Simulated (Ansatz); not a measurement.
A relaxation computed with Ansatz, from input to last step.

```yaml
crystal:
  lattice:
    - [6.8631776242, 0.0, 0.0]
    - [-3.4315888121, 5.9436861732, 0.0]
    - [0.0, 0.0, 3.5575592996]
  atoms:
    - { symbol: Ge, position: [0.6666666667, 0.3333333333, 0.0] }
    - { symbol: Ge, position: [0.3333333333, 0.6666666667, 0.0] }
    - { symbol: Ge, position: [0.0, 0.0, 0.5] }
    - { symbol: Pt, position: [0.6253244244, 0.0, 0.5] }
    - { symbol: Pt, position: [0.3746755756, 0.3746755756, 0.5] }
    - { symbol: Pt, position: [0.0, 0.6253244244, 0.5] }
    - { symbol: Pt, position: [0.0, 0.2865392245, 0.0] }
    - { symbol: Pt, position: [0.7134607755, 0.7134607755, 0.0] }
    - { symbol: Pt, position: [0.2865392245, 0.0, 0.0] }
basis:
  ecutwfc: 420
kpoints:
  mp_grid: { grid: [6, 6, 10] }
hamiltonian:
  xc: pbesol
scf:
  occupations: { method: gaussian, width: 0.1 }
output:
  forces: true
  stress: true
  eigenvalues: true
relax:
  adjacent_minimum: "off"
  f_tol: 0.01
  max_steps: 30
  cell: { stress_tol: 0.1, fix: [volume] }
```

```bash
ansatz run input.yaml --threads 2 --pin off --max-ram 5120MiB --backend cpu --events-out ev --progress --plain --runs-dir out
```

Method: Ansatz 0.2.0, DFT PBEsol, scalar-relativistic, plane waves, PAW.

The volume is held at 1.06 times that of the relaxed cell.

Of 6 frames 5 are shown, positions in Å and forces in eV/Å; the SCF threshold varies from step to step. Steps run on the plane waves of an earlier cell, with a Pulay correction in the pressure. The basis is chosen afresh for the last frame, the zero of the energies, and at times for earlier ones too; energy and pressure can step there, also at an unchanged geometry. Where two frames share a geometry here, they differ by under 2 meV/atom and 0.3 GPa.

```xyz
9
Lattice="6.8632 0.0000 0.0000 -3.4316 5.9437 0.0000 0.0000 0.0000 3.5576" Properties=species:S:1:pos:R:3:forces:R:3 pbc="T T T" step=1 free_energy_over_end_meV_per_atom=1.13 pressure_GPa=-10.62
Ge    3.4316    1.9812    0.0000    0.0000    0.0000    0.0000
Ge    0.0000    3.9625    0.0000    0.0000    0.0000    0.0000
Ge    0.0000    0.0000    1.7788    0.0000    0.0000    0.0000
Pt    4.2917    0.0000    1.7788    0.0868    0.0000    0.0000
Pt    1.2857    2.2270    1.7788   -0.0434   -0.0752    0.0000
Pt   -2.1459    3.7167    1.7788   -0.0434    0.0752    0.0000
Pt   -0.9833    1.7031    0.0000   -0.0498    0.0863    0.0000
Pt    2.4483    4.2406    0.0000   -0.0498   -0.0863    0.0000
Pt    1.9666    0.0000    0.0000    0.0996    0.0000    0.0000
9
Lattice="6.8498 0.0000 0.0000 -3.4249 5.9321 0.0000 0.0000 0.0000 3.5715" Properties=species:S:1:pos:R:3:forces:R:3 pbc="T T T" step=2 free_energy_over_end_meV_per_atom=0.42 pressure_GPa=-10.30
Ge    3.4249    1.9774    0.0000    0.0000    0.0000    0.0000
Ge    0.0000    3.9547    0.0000    0.0000    0.0000    0.0000
Ge    0.0000    0.0000    1.7858    0.0000    0.0000    0.0000
Pt    4.2935    0.0000    1.7858    0.0492    0.0000    0.0000
Pt    1.2781    2.2138    1.7858   -0.0246   -0.0426    0.0000
Pt   -2.1468    3.7183    1.7858   -0.0246    0.0426    0.0000
Pt   -0.9845    1.7052    0.0000   -0.0334    0.0579    0.0000
Pt    2.4404    4.2269    0.0000   -0.0334   -0.0579    0.0000
Pt    1.9690    0.0000    0.0000    0.0668    0.0000    0.0000
9
Lattice="6.8450 0.0000 0.0000 -3.4225 5.9280 0.0000 0.0000 0.0000 3.5765" Properties=species:S:1:pos:R:3:forces:R:3 pbc="T T T" step=3 free_energy_over_end_meV_per_atom=0.04 pressure_GPa=-9.83
Ge    3.4225    1.9760    0.0000    0.0000    0.0000    0.0000
Ge    0.0000    3.9520    0.0000    0.0000    0.0000    0.0000
Ge    0.0000    0.0000    1.7882    0.0000    0.0000    0.0000
Pt    4.3086    0.0000    1.7882    0.0052    0.0000    0.0000
Pt    1.2682    2.1966    1.7882   -0.0026   -0.0045    0.0000
Pt   -2.1543    3.7314    1.7882   -0.0026    0.0045    0.0000
Pt   -0.9922    1.7186    0.0000   -0.0004    0.0008    0.0000
Pt    2.4303    4.2094    0.0000   -0.0004   -0.0008    0.0000
Pt    1.9844    0.0000    0.0000    0.0009    0.0000    0.0000
9
Lattice="6.8528 0.0000 0.0000 -3.4264 5.9347 0.0000 0.0000 0.0000 3.5683" Properties=species:S:1:pos:R:3:forces:R:3 pbc="T T T" step=4 free_energy_over_end_meV_per_atom=0.02 pressure_GPa=-9.82
Ge    3.4264    1.9782    0.0000    0.0000    0.0000    0.0000
Ge    0.0000    3.9565    0.0000    0.0000    0.0000    0.0000
Ge    0.0000    0.0000    1.7842    0.0000    0.0000    0.0000
Pt    4.3198    0.0000    1.7842   -0.0227    0.0000    0.0000
Pt    1.2665    2.1937    1.7842    0.0114    0.0197    0.0000
Pt   -2.1599    3.7411    1.7842    0.0114   -0.0197    0.0000
Pt   -0.9947    1.7229    0.0000   -0.0130    0.0225    0.0000
Pt    2.4317    4.2118    0.0000   -0.0130   -0.0225    0.0000
Pt    1.9895    0.0000    0.0000    0.0260    0.0000    0.0000
9
Lattice="6.8573 0.0000 0.0000 -3.4287 5.9386 0.0000 0.0000 0.0000 3.5636" Properties=species:S:1:pos:R:3:forces:R:3 pbc="T T T" step=6 free_energy_over_end_meV_per_atom=0.00 pressure_GPa=-9.83
Ge    3.4287    1.9795    0.0000    0.0000    0.0000    0.0000
Ge    0.0000    3.9591    0.0000    0.0000    0.0000    0.0000
Ge    0.0000    0.0000    1.7818    0.0000    0.0000    0.0000
Pt    4.3223    0.0000    1.7818    0.0025    0.0000    0.0000
Pt    1.2675    2.1954    1.7818   -0.0013   -0.0022    0.0000
Pt   -2.1611    3.7432    1.7818   -0.0013    0.0022    0.0000
Pt   -0.9977    1.7281    0.0000    0.0014   -0.0024    0.0000
Pt    2.4310    4.2106    0.0000    0.0014    0.0024    0.0000
Pt    1.9954    0.0000    0.0000   -0.0028    0.0000    0.0000
```

The run took 3.2 min on 2 threads of Arm Neoverse V1, on a shared host, peak memory 0.74 GiB.

Spin–orbit coupling is left out, which can shift energies with elements as heavy as these.